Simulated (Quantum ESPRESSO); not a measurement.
# Band energies of SiC

```
CELL_PARAMETERS angstrom
      3.07615     0.00000     0.00000
     -1.53808     2.66402     0.00000
      0.00000     0.00000     5.04822
ATOMIC_POSITIONS crystal
  C  0.33333 0.66667 0.87540
  C  0.66667 0.33333 0.37540
  Si 0.33333 0.66667 0.49960
  Si 0.66667 0.33333 0.99960
```

PBEsol (pw.x of Quantum ESPRESSO, ONCV potentials, no spin-orbit coupling); path ΓMKΓALHA,LM,KH; energies in eV from the valence-band maximum.

```
k (1/Å)  point  band 4  band 5  band 6  band 7  band 8  band 9  band 10  band 11
-------  -----  ------  ------  ------  ------  ------  ------  -------  -------
0.00         Γ   -1.33   -1.33   -0.11    0.00    0.00    4.73     6.14     6.59
0.32             -2.93   -1.83   -1.13   -0.35   -0.19    5.05     6.43     6.90
0.64             -5.57   -3.36   -2.68   -1.23   -0.70    3.73     5.44     7.22
0.96             -6.03   -5.51   -3.24   -2.73   -1.11    2.84     4.31     6.91
1.18         M   -6.32   -5.48   -3.35   -3.35   -1.20    2.66     4.13     6.80
1.41             -6.23   -5.39   -4.19   -3.36   -1.91    3.60     3.88     7.10
1.75             -6.32   -6.06   -4.45   -3.76   -3.70    2.24     7.52     8.43
1.86         K   -6.28   -6.28   -4.09   -4.09   -3.87    2.12     8.06     8.77
2.07             -6.55   -5.42   -4.94   -3.46   -3.27    2.48     7.32     8.11
2.38             -5.86   -5.14   -3.73   -2.16   -1.90    4.01     6.06     7.28
2.80             -3.56   -2.53   -1.44   -0.52   -0.51    5.66     5.68     6.93
3.12             -1.54   -1.39   -0.16   -0.11   -0.02    4.88     6.14     6.56
3.22         Γ   -1.33   -1.33   -0.11    0.00    0.00    4.73     6.14     6.59
3.47             -1.22   -1.22   -1.14   -0.15   -0.15    4.91     6.66     6.66
3.84         A   -4.47   -0.72   -0.72   -0.72   -0.72    5.82     5.82     7.27
3.94             -4.46   -0.86   -0.86   -0.76   -0.76    5.90     5.90     7.12
4.24             -4.43   -2.39   -2.39   -1.27   -1.27    5.28     5.28     7.50
4.53             -5.72   -2.94   -2.94   -1.94   -1.94    4.02     4.02     6.81
4.83             -7.71   -2.49   -2.49   -2.38   -2.38    3.31     3.31     5.48
5.02         L   -8.32   -2.47   -2.47   -2.35   -2.35    3.17     3.17     5.16
5.25             -8.21   -3.54   -3.54   -2.03   -2.03    3.77     3.77     5.71
5.59             -7.82   -5.53   -5.53   -1.78   -1.78    4.84     4.84     6.10
5.70         H   -7.79   -5.71   -5.71   -1.75   -1.75    4.99     4.99     5.90
5.89             -7.66   -5.35   -5.35   -1.84   -1.84    4.80     4.80     6.28
6.25             -6.15   -3.64   -3.64   -2.45   -2.45    4.90     4.90     7.27
6.52             -4.73   -2.84   -2.84   -2.04   -2.04    5.29     5.29     7.32
6.79             -4.41   -1.65   -1.65   -1.05   -1.05    5.98     5.98     6.81
7.07         A   -4.47   -0.72   -0.72   -0.72   -0.72    5.82     5.82     7.27
7.07         L   -8.32   -2.47   -2.47   -2.35   -2.35    3.17     3.17     5.16
7.38             -7.23   -4.18   -3.12   -2.37   -1.64    2.98     3.16     6.54
7.69         M   -6.32   -5.48   -3.35   -3.35   -1.20    2.66     4.13     6.80
7.69         K   -6.28   -6.28   -4.09   -4.09   -3.87    2.12     8.06     8.77
7.90             -6.79   -6.69   -4.22   -3.41   -3.41    2.71     7.39     7.39
8.31         H   -7.79   -5.71   -5.71   -1.75   -1.75    4.99     4.99     5.90
```

The PBEsol gap is indirect, 2.12 eV, from Γ to K; the smallest direct gap is 3.86 eV.

Geometry relaxed with PBEsol.
